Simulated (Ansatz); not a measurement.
Cs₂Pt₃Se₄:
```cif
data_Cs2Pt3Se4
_chemical_formula_sum 'Cs2 Pt3 Se4'
_space_group_name_H-M_alt 'P 1'
_space_group_IT_number 1
_cell_length_a 9.08019
_cell_length_b 7.80815
_cell_length_c 6.61701
_cell_angle_alpha 77.536
_cell_angle_beta 57.103
_cell_angle_gamma 45.362
loop_
_space_group_symop_operation_xyz
  'x, y, z'
loop_
_atom_site_label
_atom_site_type_symbol
_atom_site_fract_x
_atom_site_fract_y
_atom_site_fract_z
_atom_site_occupancy
Cs1 Cs 0.64716 0.64716 0.35284 1
Cs2 Cs 0.35284 0.35284 0.64716 1
Pt1 Pt 0.50000 0.50000 0.00000 1
Pt2 Pt 0.00000 0.00000 0.50000 1
Pt3 Pt 0.00000 0.00000 0.00000 1
Se1 Se 0.05645 0.72136 0.27864 1
Se2 Se 0.94355 0.27864 0.72136 1
Se3 Se 0.72136 0.05645 0.94355 1
Se4 Se 0.27864 0.94355 0.05645 1
```

Relaxed with r²SCAN.

Problem. Tabulate the valence density and the electron localisation function along the shortest Pt–Se contact (2.47 Å), the program Ansatz at the r²SCAN level (PAW).

Solution. 

| distance from Pt (Å) | density (e/Å³) | ELF |
|---|---|---|
| 0.25 | 10.54 | 0.68 |
| 0.37 | 8.76 | 0.67 |
| 0.49 | 6.53 | 0.61 |
| 0.62 | 4.33 | 0.51 |
| 0.74 | 2.56 | 0.38 |
| 0.87 | 1.39 | 0.26 |
| 0.99 | 0.83 | 0.22 |
| 1.11 | 0.64 | 0.28 |
| 1.24 | 0.59 | 0.46 |
| 1.36 | 0.64 | 0.65 |
| 1.48 | 0.74 | 0.75 |
| 1.61 | 0.90 | 0.78 |
| 1.73 | 1.38 | 0.76 |
| 1.86 | 2.74 | 0.68 |
| 1.98 | 6.14 | 0.52 |
| 2.10 | 13.57 | 0.33 |
| 2.23 | 25.93 | 0.17 |

The density is the valence pseudo-density with augmentation charge, so density and ELF within about 1 Å of a nucleus are not all-electron values.

Space group Fmmm. The workflow started from a Materials Project entry (that database holds measured and hypothetical structures alike); the Crystallography Open Database copy checked does not list it. Its standing as an ambient phase is unchecked. Symmetry was held in the r²SCAN relaxation; its stability against distortions is not shown here. No spin polarisation was allowed. Scalar-relativistic: spin–orbit coupling is off unless named, which matters more the heavier the elements.

Potentials: the later of the program's two PAW sets.
